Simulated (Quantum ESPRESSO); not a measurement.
TiZr2F4O4, finding a planted mistake in a log

A calculation, not a measurement. The program is pw.x of Quantum ESPRESSO 7.5 (plane-wave density functional theory). The cell is made up: 11 atoms on a fluorite lattice with one site empty, with randomly drawn elements, strain and displacements, not relaxed. PseudoDojo standard norm-conserving files (v0.5 for PBE, v0.4.1 for LDA and PBEsol) set the functional; there is no spin polarisation, spin-orbit coupling or dispersion term, and the masses in the input are unused placeholders.

Intended input:

```
&control calculation='scf', pseudo_dir='./dojo.nc.sr.pbe.v0_5.standard.upf', outdir='./o', disk_io='low', tprnfor=.true., tstress=.true. /
&system ibrav=0, nat=11, ntyp=4, nbnd=50, ecutwfc=84.00895049, nosym=.true., tot_charge=0,
 occupations='smearing', smearing='fd', degauss=0.0018374661
/
&electrons conv_thr=7.350e-09, electron_maxstep=60, /
ATOMIC_SPECIES
F 1.0 F.upf
O 1.0 O.upf
Ti 1.0 Ti.upf
Zr 1.0 Zr.upf
CELL_PARAMETERS angstrom
4.8707 0.0371 -0.0202
0.0371 4.9642 -0.0353
-0.0202 -0.0353 4.9273
ATOMIC_POSITIONS angstrom
Ti 0.0742 -0.0932 0.0677
Zr 2.2967 0.0401 2.5394
Zr 2.344 2.5201 -0.0716
F 0.9916 1.239 1.1468
F 1.2123 1.1116 3.7375
O 1.1039 3.6936 1.0813
F 1.1539 3.7641 3.6735
O 3.6485 1.296 1.3698
F 3.6875 1.1764 3.5854
O 3.729 3.71 1.1969
O 3.6031 3.7909 3.5963
K_POINTS automatic
5 5 5 1 1 1
```

The log is shortened where brackets say so; the opening notice, blank lines, dates and the lines on written files are dropped, and the path of the files is cut. It prints rydbergs, bohrs and kilobars, and counts compression as positive stress. Where no state is partly filled, the Fermi energy that it prints is only some level between the filled and the empty states on the mesh, and need not lie in the true gap.

Log of the intended run:

```
     Program PWSCF v.7.5
     Parallel version (MPI & OpenMP), running on       4 processor cores
     Number of MPI processes:                 4
     Threads/MPI process:                     1
     [start-up lines left out]
     bravais-lattice index     =            0
     lattice parameter (alat)  =       9.2046  a.u.
     unit-cell volume          =     803.8818 (a.u.)^3
     number of atoms/cell      =           11
     number of atomic types    =            4
     number of electrons       =        88.00
     number of Kohn-Sham states=           50
     kinetic-energy cutoff     =      84.0090  Ry
     charge density cutoff     =     336.0358  Ry
     scf convergence threshold =      7.3E-09
     mixing beta               =       0.7000
     number of iterations used =            8  plain     mixing
     Exchange-correlation= PBE
                           (   1   4   3   4   0   0   0)
     [axes and pseudopotential details left out]
   Cartesian axes
     site n.     atom                  positions (alat units)
         1        Ti     tau(   1) = (   0.0152334  -0.0191341   0.0138989  )
         2        Zr     tau(   2) = (   0.4715161   0.0082326   0.5213428  )
         3        Zr     tau(   3) = (   0.4812269   0.5173805  -0.0146996  )
         4        F      tau(   4) = (   0.2035770   0.2543687   0.2354398  )
         5        F      tau(   5) = (   0.2488871   0.2282132   0.7673146  )
         6        O      tau(   6) = (   0.2266324   0.7583019   0.2219926  )
         7        F      tau(   7) = (   0.2368975   0.7727757   0.7541753  )
         8        O      tau(   8) = (   0.7490428   0.2660708   0.2812221  )
         9        F      tau(   9) = (   0.7570496   0.2415168   0.7360883  )
        10        O      tau(  10) = (   0.7655696   0.7616689   0.2457255  )
        11        O      tau(  11) = (   0.7397221   0.7782777   0.7383261  )
     number of k points=    63  Fermi-Dirac smearing, width (Ry)=  0.0018
                       cart. coord. in units 2pi/alat
        k(    1) = (   0.0996712   0.0980862   0.0999663), wk =   0.0320000
        k(    2) = (   0.1004806   0.0994861   0.2976897), wk =   0.0320000
     [further k points left out]
     Dense  grid:    83605 G-vectors     FFT dimensions: (  54,  60,  60)
     Estimated max dynamical RAM per process >     254.91 MB
     Estimated total dynamical RAM >     958.39 MB
     Initial potential from superposition of free atoms
     starting charge      87.9937, renormalised to      88.0000
     Starting wfcs are   62 randomized atomic wfcs
     total cpu time spent up to now is        5.5 secs
     per-process dynamical memory:   203.4 Mb
     Self-consistent Calculation
     iteration #  1     ecut=    84.01 Ry     beta= 0.70
     Davidson diagonalization with overlap
     ethr =  1.00E-02,  avg # of iterations =  2.0
     total cpu time spent up to now is       14.6 secs
     total energy              =    -649.27119530 Ry
     estimated scf accuracy    <       4.28976026 Ry
     iteration #  2     ecut=    84.01 Ry     beta= 0.70
     Davidson diagonalization with overlap
     ethr =  4.87E-03,  avg # of iterations =  7.4
     total cpu time spent up to now is       31.2 secs
     total energy              =    -643.61403846 Ry
     estimated scf accuracy    <      68.82551905 Ry
     [iterations 3 to 15 left out]
     iteration # 16     ecut=    84.01 Ry     beta= 0.70
     Davidson diagonalization with overlap
     ethr =  2.84E-10,  avg # of iterations =  2.0
     total cpu time spent up to now is      192.0 secs
     total energy              =    -651.64339151 Ry
     estimated scf accuracy    <       0.00000007 Ry
     iteration # 17     ecut=    84.01 Ry     beta= 0.70
     Davidson diagonalization with overlap
     ethr =  8.36E-11,  avg # of iterations =  5.1
     total cpu time spent up to now is      202.9 secs
     End of self-consistent calculation
     [lines on levels left out]
     the Fermi energy is    11.4736 ev
!    total energy              =    -651.64339153 Ry
     estimated scf accuracy    <          5.8E-09 Ry
     smearing contrib. (-TS)   =      -0.00000001 Ry
     internal energy E=F+TS    =    -651.64339151 Ry
     The total energy is F=E-TS. E is the sum of the following terms:
     one-electron contribution =    -194.71050979 Ry
     hartree contribution      =     149.47729291 Ry
     xc contribution           =    -135.66005600 Ry
     ewald contribution        =    -470.75011864 Ry
     convergence has been achieved in  17 iterations
     Forces acting on atoms (cartesian axes, Ry/au):
     atom    1 type  3   force =    -0.27400831   -0.13040975    0.15364788
     atom    2 type  4   force =     0.27629021   -0.12925606   -0.25156748
     atom    3 type  4   force =     0.25394115    0.10934766    0.16825072
     atom    4 type  1   force =     0.05359855    0.01129576    0.00848526
     atom    5 type  1   force =    -0.07307868    0.06852865    0.02441485
     atom    6 type  2   force =     0.07337017    0.05643944   -0.00570842
     atom    7 type  1   force =    -0.04719519   -0.03877428   -0.04418307
     atom    8 type  2   force =    -0.12759789   -0.04983189   -0.11412015
     atom    9 type  1   force =    -0.00526482    0.04463196    0.08198692
     atom   10 type  2   force =    -0.07074444    0.05180514   -0.08490599
     atom   11 type  2   force =    -0.05931074    0.00622337    0.06369949
     Total force =     0.683964     Total SCF correction =     0.000218
     Computing stress (Cartesian axis) and pressure
          total   stress  (Ry/bohr**3)                   (kbar)     P=      136.50
   0.00068231  -0.00012215  -0.00017041          100.37      -17.97      -25.07
  -0.00012215   0.00100871   0.00032615          -17.97      148.39       47.98
  -0.00017041   0.00032615   0.00109265          -25.07       47.98      160.73
     init_run     :      5.12s CPU      5.33s WALL (       1 calls)
     electrons    :    196.85s CPU    197.44s WALL (       1 calls)
     forces       :      1.83s CPU      1.83s WALL (       1 calls)
     stress       :      6.44s CPU      6.44s WALL (       1 calls)
     [timing details left out]
     PWSCF        :   3m30.40s CPU   3m31.25s WALL
     JOB DONE.
```

A second run was made from an input with one planted mistake. Its log:

```
     Program PWSCF v.7.5
     Parallel version (MPI & OpenMP), running on       4 processor cores
     Number of MPI processes:                 4
     Threads/MPI process:                     1
     [start-up lines left out]
     bravais-lattice index     =            0
     lattice parameter (alat)  =       9.3059  a.u.
     unit-cell volume          =     830.7055 (a.u.)^3
     number of atoms/cell      =           11
     number of atomic types    =            4
     number of electrons       =        88.00
     number of Kohn-Sham states=           50
     kinetic-energy cutoff     =      84.0090  Ry
     charge density cutoff     =     336.0358  Ry
     scf convergence threshold =      7.3E-09
     mixing beta               =       0.7000
     number of iterations used =            8  plain     mixing
     Exchange-correlation= PBE
                           (   1   4   3   4   0   0   0)
     [axes and pseudopotential details left out]
   Cartesian axes
     site n.     atom                  positions (alat units)
         1        Ti     tau(   1) = (   0.0152300  -0.0191289   0.0138898  )
         2        Zr     tau(   2) = (   0.4715214   0.0082242   0.5213337  )
         3        Zr     tau(   3) = (   0.4812280   0.5173739  -0.0147020  )
         4        F      tau(   4) = (   0.2035746   0.2543616   0.2354358  )
         5        F      tau(   5) = (   0.2488788   0.2282066   0.7673087  )
         6        O      tau(   6) = (   0.2266227   0.7582925   0.2219928  )
         7        F      tau(   7) = (   0.2368979   0.7727712   0.7541702  )
         8        O      tau(   8) = (   0.7490326   0.2660786   0.2812274  )
         9        F      tau(   9) = (   0.7570538   0.2415075   0.7360770  )
        10        O      tau(  10) = (   0.7655623   0.7616634   0.2457313  )
        11        O      tau(  11) = (   0.7397119   0.7782743   0.7383310  )
     number of k points=    63  Fermi-Dirac smearing, width (Ry)=  0.0018
                       cart. coord. in units 2pi/alat
        k(    1) = (   0.0996709   0.0980871   0.0999666), wk =   0.0320000
        k(    2) = (   0.1004794   0.0994875   0.2976909), wk =   0.0320000
     [further k points left out]
     Dense  grid:    86443 G-vectors     FFT dimensions: (  60,  60,  60)
     Estimated max dynamical RAM per process >     264.26 MB
     Estimated total dynamical RAM >     993.74 MB
     Initial potential from superposition of free atoms
     starting charge      87.9937, renormalised to      88.0000
     Starting wfcs are   62 randomized atomic wfcs
     total cpu time spent up to now is        5.6 secs
     per-process dynamical memory:   210.8 Mb
     Self-consistent Calculation
     iteration #  1     ecut=    84.01 Ry     beta= 0.70
     Davidson diagonalization with overlap
     ethr =  1.00E-02,  avg # of iterations =  2.0
     total cpu time spent up to now is       15.2 secs
     total energy              =    -649.20518337 Ry
     estimated scf accuracy    <       4.39546384 Ry
     iteration #  2     ecut=    84.01 Ry     beta= 0.70
     Davidson diagonalization with overlap
     ethr =  4.99E-03,  avg # of iterations =  7.6
     total cpu time spent up to now is       32.5 secs
     total energy              =    -643.51713884 Ry
     estimated scf accuracy    <      71.66624715 Ry
     [iterations 3 to 16 left out]
     iteration # 17     ecut=    84.01 Ry     beta= 0.70
     Davidson diagonalization with overlap
     ethr =  1.24E-10,  avg # of iterations =  5.0
     total cpu time spent up to now is      214.7 secs
     total energy              =    -651.66170562 Ry
     estimated scf accuracy    <       0.00000001 Ry
     iteration # 18     ecut=    84.01 Ry     beta= 0.70
     Davidson diagonalization with overlap
     ethr =  1.21E-11,  avg # of iterations =  4.5
     total cpu time spent up to now is      228.7 secs
     End of self-consistent calculation
     [lines on levels left out]
     the Fermi energy is    10.9137 ev
!    total energy              =    -651.66170562 Ry
     estimated scf accuracy    <          3.9E-09 Ry
     smearing contrib. (-TS)   =      -0.00000003 Ry
     internal energy E=F+TS    =    -651.66170559 Ry
     The total energy is F=E-TS. E is the sum of the following terms:
     one-electron contribution =    -202.24601125 Ry
     hartree contribution      =     151.63317786 Ry
     xc contribution           =    -135.42037175 Ry
     ewald contribution        =    -465.62850046 Ry
     convergence has been achieved in  18 iterations
     Forces acting on atoms (cartesian axes, Ry/au):
     atom    1 type  3   force =    -0.25537356   -0.13151782    0.15370761
     atom    2 type  4   force =     0.26836366   -0.12226542   -0.23009860
     atom    3 type  4   force =     0.23913259    0.11098778    0.16287271
     atom    4 type  1   force =     0.05252683    0.00462688    0.00221104
     atom    5 type  1   force =    -0.05890663    0.05952400    0.02252798
     atom    6 type  2   force =     0.07209504    0.05957386   -0.01736058
     atom    7 type  1   force =    -0.03881129   -0.03131084   -0.03730044
     atom    8 type  2   force =    -0.12822549   -0.05138593   -0.10998830
     atom    9 type  1   force =    -0.01365047    0.03780657    0.07744113
     atom   10 type  2   force =    -0.07109265    0.05212781   -0.08564885
     atom   11 type  2   force =    -0.06605802    0.01183310    0.06163631
     Total force =     0.653848     Total SCF correction =     0.000163
     Computing stress (Cartesian axis) and pressure
          total   stress  (Ry/bohr**3)                   (kbar)     P=       65.51
   0.00021030  -0.00010804  -0.00015756           30.94      -15.89      -23.18
  -0.00010804   0.00052073   0.00030527          -15.89       76.60       44.91
  -0.00015756   0.00030527   0.00060488          -23.18       44.91       88.98
     init_run     :      5.23s CPU      5.45s WALL (       1 calls)
     electrons    :    222.43s CPU    223.06s WALL (       1 calls)
     forces       :      2.04s CPU      2.05s WALL (       1 calls)
     stress       :      7.25s CPU      7.25s WALL (       1 calls)
     [timing details left out]
     PWSCF        :   3m57.22s CPU   3m58.12s WALL
     JOB DONE.
```

Question: what was wrong in the second input?

Answer: the cell and the positions are scaled by a wrong factor. The input lines that differ, file-writing options aside:

```
- 4.8707 0.0371 -0.0202
+ 4.9243 0.0375 -0.0204
- 0.0371 4.9642 -0.0353
+ 0.0375 5.0188 -0.0357
- -0.0202 -0.0353 4.9273
+ -0.0204 -0.0357 4.9815
- Ti 0.0742 -0.0932 0.0677
+ Ti 0.075 -0.0942 0.0684
- Zr 2.2967 0.0401 2.5394
+ Zr 2.322 0.0405 2.5673
- Zr 2.344 2.5201 -0.0716
+ Zr 2.3698 2.5478 -0.0724
- F 0.9916 1.239 1.1468
+ F 1.0025 1.2526 1.1594
- F 1.2123 1.1116 3.7375
+ F 1.2256 1.1238 3.7786
- O 1.1039 3.6936 1.0813
+ O 1.116 3.7342 1.0932
- F 1.1539 3.7641 3.6735
+ F 1.1666 3.8055 3.7139
- O 3.6485 1.296 1.3698
+ O 3.6886 1.3103 1.3849
- F 3.6875 1.1764 3.5854
+ F 3.7281 1.1893 3.6248
- O 3.729 3.71 1.1969
+ O 3.77 3.7508 1.2101
- O 3.6031 3.7909 3.5963
+ O 3.6427 3.8326 3.6359
```

```
                                            intended run  run with the mistake
                          free energy (eV)     -8866.060             -8866.309
                    smearing term -TS (eV)        0.0000                0.0000
                            pressure (GPa)         13.65                  6.55
            largest force component (eV/Å)         7.104                 6.900
largest change of a force component (eV/Å)                               0.552
                                iterations            17                    18
```

For scale, a rerun of the intended cell at 1467 eV and a 7 x 7 x 7 mesh moved values by no more than 0.004 eV in energy, 0.04 GPa in stress and 0.003 eV/Å in force.